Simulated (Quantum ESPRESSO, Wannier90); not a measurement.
## Wannierisation of TaSe$_{2}$ (R-3m)

```
begin unit_cell_cart
ang
   -1.7544000137    3.0387099605    0.0000000000
   -3.5088000274    0.0000000000    0.0000000000
   -1.7544000137    1.0129033202    6.6456570000
end unit_cell_cart
begin atoms_frac
Ta   0.0000000000  0.0000000000  0.0000000000
Se  -0.2516300000 -0.2516300000 -0.2451100000
Se   0.2516300000  0.2516300000  0.2451100000
end atoms_frac
```

Structure: Materials Project mp-567724, symmetrised, not relaxed again. COD (Crystallography Open Database) has the formula in 5 space groups, this one among them (matched by group alone). Level: PBEsol, spinors with spin-orbit coupling; pw.x of Quantum ESPRESSO at 69 Ry with PseudoDojo potentials, 6×6×6 k-points, Wannier90. Density: 10×10×10 mesh, cold smearing 0.01 Ry. The cell is built of weakly bound layers, chains or molecules, whose nearest atoms lie 3.95 Å apart. Database cells relaxed without dispersion often hold them too far apart, which can enlarge gaps and weakens couplings between them; spacing and stacking were not compared with the measured crystal.

A tight-binding model is made by disentanglement and projection with no localisation steps (num_iter = 0), so the 22 orbitals stay atom-like: hydrogen-like Ta: d; Se: p, axes along x, y, z; frozen window up to 3.00 eV relative to the Fermi level. It follows pw.x to 7.8 meV rms for states up to 1.0 eV relative to the Fermi level. Matrix elements depend on this choice of orbitals and windows.

The 20 largest hoppings ⟨m,0|H|n,R⟩ between different sites (one of each Hermitian pair; signs follow the real orbitals' lobes; the list may end inside a set of equal values):

```json
[
 {"m": "Ta1 dyz↑", "n": "Se2 py↑", "R": "1 0 0", "distance of the centres (Å)": "2.52", "t (eV)": "-1.609", "Im t (eV)": "0.000"},
 {"m": "Ta1 dyz↓", "n": "Se2 py↓", "R": "1 0 0", "distance of the centres (Å)": "2.52", "t (eV)": "-1.609", "Im t (eV)": "0.000"},
 {"m": "Se3 py↑", "n": "Ta1 dyz↑", "R": "1 0 0", "distance of the centres (Å)": "2.52", "t (eV)": "1.609", "Im t (eV)": "0.000"},
 {"m": "Se3 py↓", "n": "Ta1 dyz↓", "R": "1 0 0", "distance of the centres (Å)": "2.52", "t (eV)": "1.609", "Im t (eV)": "0.000"},
 {"m": "Se2 px↑", "n": "Ta1 dxz↑", "R": "0 0 0", "distance of the centres (Å)": "2.53", "t (eV)": "-1.045", "Im t (eV)": "0.005"},
 {"m": "Se2 px↓", "n": "Ta1 dxz↓", "R": "0 0 0", "distance of the centres (Å)": "2.53", "t (eV)": "-1.045", "Im t (eV)": "-0.005"},
 {"m": "Se3 px↑", "n": "Ta1 dxz↑", "R": "0 0 0", "distance of the centres (Å)": "2.53", "t (eV)": "1.045", "Im t (eV)": "-0.005"},
 {"m": "Se3 px↓", "n": "Ta1 dxz↓", "R": "0 0 0", "distance of the centres (Å)": "2.53", "t (eV)": "1.045", "Im t (eV)": "0.005"},
 {"m": "Ta1 dxz↑", "n": "Se2 px↑", "R": "0 1 0", "distance of the centres (Å)": "2.53", "t (eV)": "-1.045", "Im t (eV)": "0.005"},
 {"m": "Ta1 dxz↓", "n": "Se2 px↓", "R": "0 1 0", "distance of the centres (Å)": "2.53", "t (eV)": "-1.045", "Im t (eV)": "-0.005"},
 {"m": "Se3 px↑", "n": "Ta1 dxz↑", "R": "0 1 0", "distance of the centres (Å)": "2.53", "t (eV)": "1.045", "Im t (eV)": "0.005"},
 {"m": "Se3 px↓", "n": "Ta1 dxz↓", "R": "0 1 0", "distance of the centres (Å)": "2.53", "t (eV)": "1.045", "Im t (eV)": "-0.005"},
 {"m": "Ta1 dx2-y2↑", "n": "Se2 pz↑", "R": "1 0 0", "distance of the centres (Å)": "2.65", "t (eV)": "1.023", "Im t (eV)": "0.000"},
 {"m": "Ta1 dx2-y2↓", "n": "Se2 pz↓", "R": "1 0 0", "distance of the centres (Å)": "2.65", "t (eV)": "1.023", "Im t (eV)": "0.000"},
 {"m": "Se3 pz↑", "n": "Ta1 dx2-y2↑", "R": "1 0 0", "distance of the centres (Å)": "2.65", "t (eV)": "-1.023", "Im t (eV)": "0.000"},
 {"m": "Se3 pz↓", "n": "Ta1 dx2-y2↓", "R": "1 0 0", "distance of the centres (Å)": "2.65", "t (eV)": "-1.023", "Im t (eV)": "0.000"},
 {"m": "Se2 py↑", "n": "Ta1 dxz↑", "R": "0 0 0", "distance of the centres (Å)": "2.56", "t (eV)": "0.977", "Im t (eV)": "0.004"},
 {"m": "Se2 py↓", "n": "Ta1 dxz↓", "R": "0 0 0", "distance of the centres (Å)": "2.56", "t (eV)": "0.977", "Im t (eV)": "-0.004"},
 {"m": "Se3 py↑", "n": "Ta1 dxz↑", "R": "0 0 0", "distance of the centres (Å)": "2.56", "t (eV)": "-0.977", "Im t (eV)": "-0.004"},
 {"m": "Se3 py↓", "n": "Ta1 dxz↓", "R": "0 0 0", "distance of the centres (Å)": "2.56", "t (eV)": "-0.977", "Im t (eV)": "0.004"}
]
```
